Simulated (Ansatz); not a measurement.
Data:

InAgTe$_{2}$:
```yaml
crystal:
  lattice:
    - [2.08064, 1.20126, 6.73706]
    - [-2.08064, 1.20126, 6.73706]
    - [0.00000, -2.40252, 6.73706]
  atoms:
    - { symbol: In, position: [0.50000, 0.50000, 0.50000] }
    - { symbol: Ag, position: [0.00000, 0.00000, 0.00000] }
    - { symbol: Te, position: [0.25476, 0.25476, 0.25476] }
    - { symbol: Te, position: [0.74524, 0.74524, 0.74524] }
```

This is the LDA-relaxed structure.

### Question
All from the program Ansatz at the LDA level (PAW), unless another level is named. Give the electronic character.

### Answer
metallic (no gap).

### Question
And the density of states at the Fermi level?

### Answer
0.58 states/eV per atom (mean over ±0.08 eV).

### Question
Give the formation energy from the elements (no fitted shifts).

### Answer
-0.17 eV/atom.

Space group R-3m. The workflow started from a Materials Project entry (that database holds measured and hypothetical structures alike); the Crystallography Open Database copy checked does not list it. COD files the formula under space group No. 122. With In and Ag taken as one species the cell has the higher symmetry Fm-3m, so it may be an ordered model of a mixed-site phase. Its standing as an ambient phase is unchecked. The LDA relaxation kept the symmetry of its start; whether a distortion lowers the energy is not shown. No spin polarisation was allowed. The references are the lowest solids computed at this level, not always the standard phases. Scalar-relativistic: spin–orbit coupling is off unless named, which matters more the heavier the elements.

Potentials: the later of the program's two PAW sets.
